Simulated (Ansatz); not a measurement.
Given:

AlZnInO4:
```cif
data_Al3In3O12Zn3
_chemical_formula_sum 'In3 Al3 Zn3 O12'
_space_group_name_H-M_alt 'R3m :H'
_space_group_IT_number 160
_space_group_name_Hall 'R 3 -2"'
_cell_length_a 3.25648
_cell_length_b 3.25648
_cell_length_c 25.61506
_cell_angle_alpha 90.000
_cell_angle_beta 90.000
_cell_angle_gamma 120.000
loop_
_atom_site_label
_atom_site_type_symbol
_atom_site_symmetry_multiplicity
_atom_site_Wyckoff_symbol
_atom_site_fract_x
_atom_site_fract_y
_atom_site_fract_z
_atom_site_occupancy
In1 In 3 a 0.00000 0.00000 0.00430 1
Al1 Al 3 a 0.00000 0.00000 0.78720 1
Zn1 Zn 3 a 0.00000 0.00000 0.21837 1
O1 O 3 a 0.00000 0.00000 0.86083 1
O2 O 3 a 0.00000 0.00000 0.12050 1
O3 O 3 a 0.00000 0.00000 0.71384 1
O4 O 3 a 0.00000 0.00000 0.29497 1
```
(The calculation used a cell of 7 atoms; values per cell refer to that cell.)

This is the PBEsol-relaxed structure.

Question: All from DFT-PBEsol in the program Ansatz with PAW potentials, unless another level is named. Give the band gap.

Answer: 1.80 eV (smallest direct gap 1.81 eV).

Question: Predict the electron effective mass.

Answer: 0.25 mₑ (isotropic).

Question: What about the formation energy from the elements (no fitted shifts)?

Answer: -2.05 eV/atom.

Question: And the valence-band maximum?

Answer: at T.

Question: And the conduction-band minimum?

Answer: at Γ.

A made-up cell: these elements were put on the sites of a structure type; neither database checked (COD, Materials Project) lists it. Whether it is the stable phase at ambient conditions was not checked. Symmetry was held in the PBEsol relaxation; its stability against distortions is not shown here. The references are the lowest solids computed at this level, not always the standard phases (solids in place of the gases). Spin–orbit coupling is left out wherever it is not named.

Potentials: the earlier of the program's two PAW sets. The files were generated under PBE; for other functionals the program regenerates the frozen cores, and for LDA and PBEsol the local potential too.
